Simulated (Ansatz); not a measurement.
Total density of states per atom from PBEsol (plane waves, PAW; program Ansatz), in 0.25 eV bins, energy from the Fermi level:

(E (eV), states/eV/atom): (-7.85, 0.16); (-7.60, 0.14); (-7.35, 0.13); (-7.10, 0.08); (-6.85, 0.05); (-6.60, 0.03); (-6.35, 0.02); (-6.10, 0.01); (-5.85, 0.02); (-5.60, 0.32); (-5.35, 0.77); (-5.10, 0.55); (-4.85, 0.37); (-4.60, 0.20); (-4.35, 0.24); (-4.10, 0.37); (-3.85, 0.70); (-3.60, 1.23); (-3.35, 1.19); (-3.10, 0.84); (-2.85, 0.81); (-2.60, 1.19); (-2.35, 1.85); (-2.10, 1.67); (-1.85, 2.25); (-1.60, 1.27); (-1.35, 1.08); (-1.10, 1.87); (-0.85, 1.31); (-0.60, 1.16); (-0.35, 0.89); (-0.10, 1.17); (0.15, 0.94); (0.40, 1.50); (0.65, 1.39); (0.90, 1.70); (1.15, 1.91); (1.40, 1.10); (1.65, 0.95); (1.90, 0.74); (2.15, 0.14); (2.40, 0.13); (2.65, 0.28); (2.90, 0.75); (3.15, 0.49); (3.40, 0.34); (3.65, 0.31); (3.90, 0.27); (4.15, 0.26); (4.40, 0.21); (4.65, 0.09)

Q: Which of these materials gives this?
A. Si2Ni, fluorite or antifluorite type
B. LaB6, Pm-3m (La on 1a, B on 6f)
C. Cr3NiB, anti-perovskite
D. AlCrB, Cmcm (Al on 4c, B on 4c, Cr on 4c)

A: C, Cr3NiB, anti-perovskite. Within 0.5 eV of the Fermi level: Cr 3d 80 %, Ni 3d 15 %. Projections are on Löwdin-orthogonalised atomic valence shells; empty p or d shells of many metals are not among them.

The start of the workflow was typed in or built on a structure type; neither database checked (COD, Materials Project) lists it. Whether it is the stable phase at ambient conditions was not checked. The PBEsol relaxation kept the symmetry of its start; whether a distortion lowers the energy is not shown. The workflow began spin-polarised and lost its moments. The volume moved by -26 % from the start of the relaxation. Its formation energy is positive at this level, so the cell may be metastable or incomplete.

Potentials: the earlier of the program's two PAW sets. The files were generated under PBE; for other functionals the program regenerates the frozen cores, and for LDA and PBEsol the local potential too.
